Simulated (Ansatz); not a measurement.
Relaxed BP (zinc blende):

```yaml
crystal:
  lattice:
    - [0.00000, 4.53657, 4.53657]
    - [2.26828, 2.26828, 4.53657]
    - [2.26828, 2.26828, 0.00000]
  atoms:
    - { symbol: P, position: [0.00000, 0.75000, 0.75000] }
    - { symbol: P, position: [0.50000, 0.75000, 0.75000] }
    - { symbol: B, position: [0.00000, 0.00000, 0.00000] }
    - { symbol: B, position: [0.50000, 0.00000, 0.00000] }
```

A phonon eigenvector at X = (0.5, 0.5, 0.0) is frozen into this cell: atom i moves by Q times the vector below, so Q is the largest atomic displacement, in Å. The cell is held. (q is in reciprocal vectors of the primitive cell; the cell shown is doubled to hold the pattern.)

| atom | x | y | z |
|---|---|---|---|
| P1 | 0.000 | 0.000 | -1.000 |
| P2 | 0.000 | 0.000 | 1.000 |

Atoms not listed stay in place.

Computed with r2SCAN (plane waves to 500 eV, PAW, scalar-relativistic; Ansatz, a program for electronic structure). k mesh 12×12×12 (Γ-centred), Fermi-Dirac smearing 0.05 eV. The energy includes the smearing's −TS. BP was relaxed with its symmetry unable to fall. ΔE is measured from the undisplaced structure.

| Q (Å) | ΔE (meV/cell) |
|---|---|
| -0.180 | 1064 |
| -0.150 | withheld |
| -0.120 | 477 |
| -0.090 | 269 |
| -0.060 | 120 |
| -0.030 | 30 |
| 0.000 | 0 |
| 0.030 | 30 |
| 0.060 | 120 |
| 0.090 | 269 |
| 0.120 | 477 |
| 0.150 | withheld |
| 0.180 | 1064 |

Task: Fit an even polynomial form (powers 2, 4) to the given rows and predict ΔE at Q = 0.150.

Result: Least squares on the 11 given rows: ΔE = (33350)·Q² + (-15770)·Q⁴, in meV/cell with Q in Å; root-mean-square residual 0.1 meV/cell. At 0.150 the fit gives 742 meV/cell; the calculation gives 743 meV/cell, so the interpolation is off by -1 (-0.1 %). The quadratic term alone would give 750 meV/cell.

(For displaced atoms, the force is minus the slope of the energy, and its curvature is a force constant, which sets phonon frequencies.)
